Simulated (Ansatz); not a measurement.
## Si, first-principles data

Si:
```cif
data_Si8
_chemical_formula_sum 'Si8'
_space_group_name_H-M_alt 'P 1'
_space_group_IT_number 1
_cell_length_a 8.35536
_cell_length_b 8.35536
_cell_length_c 8.35536
_cell_angle_alpha 60.000
_cell_angle_beta 60.000
_cell_angle_gamma 60.000
loop_
_space_group_symop_operation_xyz
  'x, y, z'
loop_
_atom_site_label
_atom_site_type_symbol
_atom_site_fract_x
_atom_site_fract_y
_atom_site_fract_z
_atom_site_occupancy
Si1 Si 0.57033 0.28902 0.57033 1
Si2 Si 0.96098 0.67967 0.67967 1
Si3 Si 0.57033 0.57033 0.28902 1
Si4 Si 0.67967 0.96098 0.67967 1
Si5 Si 0.57033 0.57033 0.57033 1
Si6 Si 0.67967 0.67967 0.67967 1
Si7 Si 0.28902 0.57033 0.57033 1
Si8 Si 0.67967 0.67967 0.96098 1
```

Space group Fd-3m (No. 227); conventional cell a = 11.8163 Å, b = 11.8163 Å, c = 11.8163 Å, α = 90.00°, β = 90.00°, γ = 90.00°.

Method: plane-wave PAW PBEsol (Ansatz code). The cell and atoms are relaxed at this level. Other levels are named where they apply.

### Cell and energy

| Property | Result |
|---|---|
| Volume per atom | 51.56 Å³ |
| Density | 0.90 g/cm³ |

### Electronic structure

| Item | Result |
|---|---|
| Electronic character | no gap, with almost no states at the Fermi level (zero-gap or semimetallic) |
| Density of states at the Fermi level | 0.01 states/eV per atom (mean over ±0.08 eV) |
| HSE06 gap on the PBEsol cell | 0.36 eV (a hybrid on a coarse mesh can open a false gap in a semimetal) |

### Mechanics

| Property | Value |
|---|---|
| Bulk modulus (Birch–Murnaghan fit) | 27.7 GPa |
| Pressure derivative B′ | 4.7 |
| Elastic constants (relaxed ions, GPa) | C11 = 22.4, C12 = 30.2, C44 = 3.4 |
| Mechanical stability | unstable (C has a negative eigenvalue) |

### Phonons

| Item | Result |
|---|---|
| Highest zone-centre frequency | 684 cm⁻¹ |
| Zone-centre stability | no imaginary mode at Γ |

The start of the workflow was typed in or built on a structure type. Its sites differ from those of the usual phase in this space group: another stacking or structure type. The cell was relaxed with PBEsol under the symmetry of its start. The volume moved by 42 % from the start of the relaxation. As this level gives no gap, shear constants depend on the k-mesh and smearing (Fermi–Dirac, 0.1 eV here). As this level gives no gap, phonon frequencies hold no LO–TO term and depend on the k-mesh and smearing (Fermi–Dirac, 0.1 eV here).

Potentials: the later of the program's two PAW sets.
